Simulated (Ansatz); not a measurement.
Cr3Ge:
```
Cr3Ge
1.0
    4.54675     0.00000     0.00000
    0.00000     4.54675     0.00000
    0.00000     0.00000     4.54675
Cr Ge
6 2
Direct
  0.25000   0.00000   0.50000
  0.75000   0.00000   0.50000
  0.50000   0.75000   0.00000
  0.50000   0.25000   0.00000
  0.00000   0.50000   0.75000
  0.00000   0.50000   0.25000
  0.00000   0.00000   0.00000
  0.50000   0.50000   0.50000
```

Relaxed with r²SCAN. Special points in fractions of this cell's reciprocal vectors: Γ (0.000, 0.000, 0.000); X (0.000, 0.500, 0.000); M (0.500, 0.500, 0.000); R (0.500, 0.500, 0.500).

**Question.** List the band energies nearest the Fermi level at these points for r²SCAN (plane waves, PAW; program Ansatz).

**Answer.** In eV from the Fermi level; about four levels below and three above (degenerate sets whole), none deeper than 8.9 eV; points with the same levels are listed once.

```
k                          below                          above
-  -----------------------------  -----------------------------
Γ  -1.73 -1.73 -1.73 -1.30 -1.30                 0.73 0.73 0.73
X        -1.71 -1.71 -0.02 -0.02            0.64 0.64 0.92 0.92
M        -0.47 -0.35 -0.06 -0.03                 0.77 0.77 0.78
R        -1.02 -1.02 -1.02 -1.02  0.79 0.79 0.79 0.79 0.79 0.79
```

Space group Pm-3n (A15 (Cr3Si type)). The workflow started from a Materials Project entry (that database holds measured and hypothetical structures alike); the Crystallography Open Database copy checked does not list it. Its standing as an ambient phase is unchecked. Symmetry was held in the r²SCAN relaxation; whether a distortion lowers the energy is not shown. The run is not spin-polarised. Scalar-relativistic: spin–orbit coupling is off unless named, which matters more the heavier the elements.

Potentials: the later of the program's two PAW sets.
